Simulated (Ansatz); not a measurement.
**A trial form of AlGa2Sb3**

Theory: DFT PBE, scalar-relativistic, plane waves, PAW (Ansatz). Cutoff 420 eV, Gaussian smearing, Γ-centred meshes. Cell and atoms relax first on a coarse mesh and then on a finer one. In between, the cell is made exact in the group found at 0.06 Å. In metals the finer mesh still leaves noise of several meV/atom or more. The steps can't lower the symmetry of their start. No spin polarisation.

Recipe of this trial structure of AlGa2Sb3: random cell by space group and Wyckoff sites (R-3m, No. 166). Lengths were set from tabulated atomic sizes, so they are only a guess.

```xyz
6
Lattice="3.1538 1.8209 5.1116 -3.1538 1.8209 5.1116 0.0000 -3.6418 5.1116" Properties=species:S:1:pos:R:3 pbc="T T T"
Al    0.0000    0.0000    7.6673
Ga    0.0000    0.0000    3.6832
Ga    0.0000    0.0000   11.6515
Sb    0.0000    1.8209    5.1116
Sb   -1.5769   -0.9104    5.1116
Sb    1.5769   -0.9104    5.1116
```

Energies over the elements count from the elements' standard structures at the same level, with no fitted energy shifts.

**Question.** Where does the relaxation end?

**Answer.** The symmetry stays R-3m (No. 166). The volume per atom shrinks by 10.7 %, from 29.4 to 26.2 Å³. The shortest distance goes from 2.31 Å (Ga–Sb) to 2.81 Å (Al–Sb). The ratio c/a of the conventional cell changes by a factor of 0.76. The energy falls by about 1.2 eV/atom (the start's value is from the coarse mesh). Conventional cell: a = 6.659 Å, c = 12.286 Å. Around Al lie 6 Sb at 2.81 Å; Ga has 1 Ga at 2.97 Å, 3 Sb at 3.24 Å and 6 Sb at 3.65 Å; around Sb lie 2 Al at 2.81 Å, 2 Ga at 3.24 Å, 4 Sb at 3.33 Å and 4 Ga at 3.65 Å.

```cif
data_structure
_symmetry_space_group_name_H-M 'R-3m:H'
_symmetry_Int_Tables_number 166
_cell_length_a 6.6587
_cell_length_b 6.6587
_cell_length_c 12.2856
_cell_angle_alpha 90.000
_cell_angle_beta 90.000
_cell_angle_gamma 120.000
_cell_volume 471.74
loop_
_atom_site_label
_atom_site_type_symbol
_atom_site_symmetry_multiplicity
_atom_site_Wyckoff_symbol
_atom_site_fract_x
_atom_site_fract_y
_atom_site_fract_z
_atom_site_occupancy
Al1 Al 3 b 0.33333 0.66667 0.16667 1
Ga1 Ga 6 c 0.33333 0.66667 0.78747 1
Sb1 Sb 9 e 0.16667 0.33333 0.33333 1
```

**Question.** Give its energy and gap.

**Answer.** The formation energy is +0.20 eV/atom. The gap on the 6×6×6 mesh of the 6-atom cell is 0 eV (a metal).

A positive value: parting into the elements would lower its energy.

The last run used Gaussian smearing of 0.10 eV. Spin–orbit coupling, which can matter for Sb, is left out. Symmetry constrained the relaxation, so the result can be a saddle point. Another cell of AlGa2Sb3 relaxed alike, in P4mm, lies 102 meV/atom lower, so this cell isn't the stable form at this level.
